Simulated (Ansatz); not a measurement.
GaN:
```yaml
crystal:
  lattice:
    - [3.12461, 0.00000, 0.00000]
    - [-1.56230, 2.70599, 0.00000]
    - [0.00000, 0.00000, 7.37131]
  atoms:
    - { symbol: Ga, position: [0.50000, 0.00000, 0.50000] }
    - { symbol: Ga, position: [0.00000, 0.50000, 0.16667] }
    - { symbol: Ga, position: [0.50000, 0.50000, 0.83333] }
    - { symbol: N, position: [0.50000, 0.00000, 0.00000] }
    - { symbol: N, position: [0.00000, 0.50000, 0.66667] }
    - { symbol: N, position: [0.50000, 0.50000, 0.33333] }
```

This is the r²SCAN-relaxed structure. x, y and z are the axes in which the lattice vectors are written.

Q: All from DFT-r²SCAN in the program Ansatz with PAW potentials, unless another level is named. Give the bulk modulus (Birch–Murnaghan fit).

A: 207 GPa.

Q: Predict the elastic constants (relaxed ions, GPa).

A: C11 = 368, C12 = 111, C13 = 112, C33 = 484, C44 = 133.

Space group P6_222. The start of the workflow was typed in or built on a structure type; neither database checked (COD, Materials Project) lists it. It is not the phase usual at ambient conditions (space group No. 186, 216). The cell was relaxed with r²SCAN under the symmetry of its start; its stability against distortions is not shown here.

Potentials: the later of the program's two PAW sets.
